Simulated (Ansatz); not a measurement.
Trial structure of TePb₃Se₂, not yet relaxed:

```
CELL_PARAMETERS angstrom
-2.21352 2.21352 9.39115
2.21352 -2.21352 9.39115
2.21352 2.21352 -9.39115
ATOMIC_POSITIONS crystal
Te 0.00000 0.00000 0.00000
Pb 0.83333 0.83333 0.00000
Pb 0.50000 0.50000 0.00000
Pb 0.16667 0.16667 0.00000
Se 0.66667 0.66667 0.00000
Se 0.33333 0.33333 0.00000
```

Method: DFT PBE, scalar-relativistic, plane waves, PAW (Ansatz). Cutoff 420 eV; k points 6×6×6 on the computed 6-atom cell (Γ-centred); Gaussian smearing, width 0.10 eV; no spin polarisation.

The zero of energy is the elements' standard structures at the same level; no fitted shifts are applied.

**Question.** How far from equilibrium is it?

**Answer.** The pressure is 2.0 GPa (the mean over three directions, positive in compression), the largest force is 0.41 eV/Å, and the energy is −0.48 eV/atom against the elements. The shortest distance is 3.13 Å.

**Question.** How much does it gain on relaxing, and where does it end?

**Answer.** Relaxing gains under 0.03 eV/atom in 8 ionic steps and ends at −0.491 eV/atom on the finer mesh. The symmetry stays I4/mmm (No. 139). The volume per atom grows by 4.1 %, from 30.7 to 31.9 Å³. The shortest distance goes from 3.13 Å (Pb–Se and Te–Pb) to 3.07 Å (Pb–Se). Conventional cell: a = 4.492 Å, c = 18.992 Å. Te is surrounded by 6 Pb at 3.18–3.27 Å; around Pb on a site of symmetry 4mm lie 5 Se at 3.07–3.18 Å and 1 Te at 3.27 Å; Se has 6 Pb at 3.07–3.18 Å; 1 more site not described.

The last run used a 12×12×12 mesh for its 6-atom cell and Gaussian smearing of 0.02 eV. These runs have no spin–orbit coupling, which can matter for Pb and Te. The reference forms of Se and Te are held partly by dispersion forces, which this level lacks. The relaxation can't lower the symmetry of the start. A structure relaxed within its symmetry needn't be a true minimum. Another cell of TePb3Se2 relaxed alike, in P-3m1, lies 16 meV/atom lower, so this cell isn't the stable form at this level.
